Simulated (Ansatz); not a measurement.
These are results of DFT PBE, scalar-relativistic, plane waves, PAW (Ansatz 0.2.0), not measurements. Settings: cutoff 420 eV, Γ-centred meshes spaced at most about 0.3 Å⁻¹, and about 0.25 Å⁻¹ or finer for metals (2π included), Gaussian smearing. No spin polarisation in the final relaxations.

These are static total energies at zero pressure.

Compare these two cells of InSb₅, each relaxed at this level.

A.

```
CELL_PARAMETERS angstrom
6.19308 0.00000 0.00000
-3.09654 5.36337 0.00000
0.00000 0.00000 9.14790
ATOMIC_POSITIONS crystal
In 0.00000 0.00000 0.00000
Sb 0.50000 0.00000 0.50000
Sb 0.00000 0.50000 0.50000
Sb 0.50000 0.50000 0.50000
Sb 0.00000 0.00000 0.66091
Sb 0.00000 0.00000 0.33909
```

B.

```
CELL_PARAMETERS angstrom
3.16157 0.00000 0.00000
0.00000 3.16157 0.00000
0.00000 0.00000 16.96639
ATOMIC_POSITIONS crystal
In 0.50000 0.50000 0.00000
Sb 0.50000 0.50000 0.34194
Sb 0.50000 0.50000 0.65806
Sb 0.00000 0.00000 0.16446
Sb 0.00000 0.00000 0.83554
Sb 0.00000 0.00000 0.50000
```

Question: Which form is favoured at zero pressure, and by what margin per atom?

Answer: B is lower, by 290 meV/atom. A has space group P6/mmm (No. 191), 50.6 Å³/atom and no gap on its mesh; B has space group P4/mmm (No. 123), 28.3 Å³/atom and no gap. Counting Sb atoms around In (those within 1.25 times the shortest such distance or 1.15 times the sum of covalent radii, 1.27 where that leaves under three; the shortest distance is added where it exceeds 1.18 times the sum of covalent radii), A has In 2 and B has In 8 from 3.6 Å. A holds Sb–Sb nets (shortest 2.94 Å); in B the shortest Sb–Sb distance is 3.16 Å, near bonding range too. Even the lower one lies +0.24 eV/atom against the reference forms of the elements (uncorrected), so neither is stable at this level. In A, In has 2 Sb at 3.10 Å; Sb on a site of symmetry mmm has 4 Sb at 3.10 Å and 4 Sb at 3.43 Å; Sb on a site of symmetry 6mm has 1 Sb at 2.94 Å, 1 In at 3.10 Å and 6 Sb at 3.43 Å. In B, around In lie 4 In at 3.16 Å and 8 Sb at 3.58 Å; Sb on a site of symmetry 4mm is surrounded by 4 Sb at 3.16 Å, 4 Sb at 3.49 Å and 4 Sb at 3.75 Å; Sb on a second site of symmetry 4mm has 4 Sb at 3.16 Å, 4 In at 3.58 Å and 4 Sb at 3.75 Å; 1 more site not described. Both come from invented guesses.

Weakly bound directions are ill-defined at this level, which has no dispersion term (P4/mmm), and this can change margins and order among such cells. Spin–orbit coupling, which can matter for Sb, is left out. Cells relaxed within their symmetry can be saddle points.
